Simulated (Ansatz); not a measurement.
Given:

ZnCu2SnS4 (kesterite type, space group I-4)

```
ZnCu2SnS4
1.0
   -2.73416     2.73416     5.46742
    2.73416    -2.73416     5.46742
    2.73416     2.73416    -5.46742
Cu Zn Sn S
2 1 1 4
Direct
  0.00000   0.00000   0.00000
  0.75000   0.25000   0.50000
  0.25000   0.75000   0.50000
  0.50000   0.50000   0.00000
  0.63688   0.62894   0.52462
  0.10432   0.11226   0.47538
  0.37106   0.89568   0.00794
  0.88774   0.36312   0.99206
```

The volume is varied about the relaxed value V₀ at fixed cell shape. The atoms relax within the cell's symmetry.

Calculation: PBE (plane waves to 420 eV, PAW, scalar-relativistic; Ansatz, a program for electronic structure). k mesh 9×9×9 (Γ-centred), Fermi-Dirac smearing 0.05 eV. Energies are smeared free energies. Compression counts positive. With the shape held, the modulus is that of even scaling; a crystal free to change shape is softer. At this level the bands of ZnCu2SnS4 touch or barely overlap; measurements give the solid a gap. ZnCu2SnS4 is run without spin polarisation. ZnCu2SnS4 was relaxed with its symmetry unable to fall. ΔE is measured from the relaxed starting cell.

The scan covers V/V₀ from 0.900 to 1.100 in 9 points.

**Question.** What pressure does the cell carry at V/V₀ = 0.900?

**Answer.** 9.2 GPa.

**Question.** What is ΔE at V/V₀ = 1.100?

**Answer.** 36 meV/atom.

**Question.** What is ΔE at V/V₀ = 0.900?

**Answer.** 53 meV/atom.

(Under strain, the slope of the energy per volume gives the stress and its curvature an elastic modulus.)
